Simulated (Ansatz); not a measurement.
The start is a generated trial cell of NbSi2 in the fluorite structure type. The cell and all atomic positions are relaxed at zero pressure with r2SCAN (plane waves to 500 eV, PAW, scalar-relativistic; Ansatz, a quantum-chemistry and plane-wave program). The first steps use a coarse 7×7×7 k-mesh.

The start:
```
NbSi2
1.0
    0.00000     3.10029     3.10029
    3.10029     0.00000     3.10029
    3.10029     3.10029     0.00000
Nb Si
1 2
Cartesian
  0.00000   0.00000   0.00000
  1.55015   1.55015   1.55015
  4.65044   4.65044   4.65044
```

Problem. By how much does the energy per atom fall from start to end?

Solution. 0.04 eV/atom.

Problem. How does the volume change?

Solution. -8.2 %, from 19.87 to 18.25 Å³/atom.

Problem. How do the shortest distances between atoms change?

Solution. The closest pairs of elements (up to four, under 3.6 Å), start → end: Nb–Si 2.68 → 2.61 Å; Si–Si 3.10 → 3.01 Å.

Problem. Is the relaxed structure metallic? Give its gap.

Solution. Zero (metallic).

Problem. Write out the relaxed structure.

Solution. 
Space group Fm-3m (No. 225); a = b = c = 6.0273 Å, α = β = γ = 90.00°

```
atom  site  symmetry       x       y       z
----  ----  --------  ------  ------  ------
Nb      4a      m-3m  0.0000  0.0000  0.0000
Si      8c      -43m  0.2500  0.2500  0.2500
```
(The calculation used a cell of 3 atoms; values per cell refer to that cell.)

The space group stays Fm-3m (No. 225) (the run could not lower it); the end is fluorite type, with 3 atoms in the primitive cell. Final values are on a 13×13×13 k-mesh of the relaxed cell. No spin polarisation in the result. The relaxed primitive cell holds an odd number of electrons. A magnetic state may lie lower.

The run could not lose the symmetry of its start: the end is stationary, and may be a saddle point rather than a minimum.

All atoms sit on sites fixed by symmetry, so only the cell could relax.

The relaxed structure here is a generated cell of NbSi2: the first start was made by placing the elements on the sites of a structure type, and the end was not matched to a known phase here, so it may be hypothetical. Known forms of NbSi2 include space group No. 180.
